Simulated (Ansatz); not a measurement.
TiO₂ (rutile)

```
TiO2
1.0
    4.64343     0.00000     0.00000
    0.00000     4.64343     0.00000
    0.00000     0.00000     2.96381
Ti O
2 4
Direct
  0.00000   0.00000   0.00000
  0.50000   0.50000   0.50000
  0.30513   0.30513   0.00000
  0.80513   0.19487   0.50000
  0.19487   0.80513   0.50000
  0.69487   0.69487   0.00000
```

Level of theory: PBE (plane waves to 420 eV, PAW, scalar-relativistic; Ansatz, a first-principles code). DFPT wavenumbers on a 6×6×8 k mesh, in cm⁻¹; i marks imaginary ones, q is in fractions of the reciprocal vectors of the cell shown, and the three acoustic modes at Γ are left out. The non-analytic (LO-TO) term is not included, so polar modes at Γ have their transverse values. TiO2 is run without spin polarisation. TiO2 was relaxed with its symmetry unable to fall.

Q: Does any mode at Γ, X = (0.5, 0.0, 0.0), M = (0.5, 0.5, 0.0), Z = (0.0, 0.0, 0.5) come out imaginary?

A: Unstable at this level: the lowest mode is 107i cm⁻¹ at Γ. TiO2 is measured in this form, so the imaginary mode is a miss of this level unless the crystal transforms on cooling or is held by pressure.

Q: List the wavenumbers at Γ, X = (0.5, 0.0, 0.0), M = (0.5, 0.5, 0.0), Z = (0.0, 0.0, 0.5), with degeneracies.

A: 
```csv
q,wavenumbers (cm⁻¹)
Γ,"107i, 74i (×2), 38i, 150, 355 (×2), 356, 417, 429 (×2), 469 (×2), 567, 771"
"X = (0.5, 0.0, 0.0)","50i (×2), 191 (×2), 250 (×2), 252 (×2), 309 (×2), 364 (×2), 433 (×2), 527 (×2), 759 (×2)"
"M = (0.5, 0.5, 0.0)","54i (×2), 45i (×2), 196 (×2), 256 (×2), 295 (×2), 306 (×2), 431 (×2), 520 (×2), 740 (×2)"
"Z = (0.0, 0.0, 0.5)","46 (×2), 201 (×2), 290 (×2), 314 (×2), 367 (×2), 427 (×2), 438 (×2), 524 (×2), 671 (×2)"
```
